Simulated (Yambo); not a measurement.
## Convergence of the G0W0 gap of AlPO$_{4}$

G0W0@LDA for AlPO$_{4}$ (space group P2_1, No. 4) in Yambo. Reference settings: 2×1×2 Γ-centred k mesh, 264 bands and a 7 Ry block in the screening, 264 bands in G with the Bruneval-Gonze terminator, plasmon pole fitted at 27.2 eV. The LDA gap Γ → Γ on this mesh is 5.52 eV; G0W0 gaps are taken between the same points.

```csv
change from the reference,G0W0 gap Γ → Γ (eV),shift of the valence edge (eV),rough Yambo cost
reference settings,8.73,-1.84,1
"101 bands in W, 101 bands in G",8.85,-1.69,about 1/3
"171 bands in W, 171 bands in G",8.75,-1.78,about 1/2
101 bands in G,8.74,-1.82,–
171 bands in G,8.72,-1.84,–
124 bands in W,8.80,-1.75,about 1/3
3 Ry block,8.74,-1.95,about 1/3
2 Ry block,9.05,-2.27,about 1/3
6 Ry block,8.69,-1.82,within a factor of two
pole fitted at 10 eV,8.66,-1.74,–
no random integration,8.54,-1.51,–
"101 bands in G, no terminator",8.41,-1.23,–
"171 bands in G, no terminator",8.51,-1.48,–
no terminator,8.62,-1.63,–
```

The reference isn't shown to be the converged limit. Costs are rough (shared machines), scaled to the same edge states, and given only for runs that recompute the screening.

Geometry of the Materials Project entry, not relaxed at this level; primitive cell a = 4.982 Å, b = 8.271 Å, c = 5.061 Å, α = 90.00°, β = 118.56°, γ = 90.00°.

A shift is the quasiparticle energy of the state minus its LDA energy.
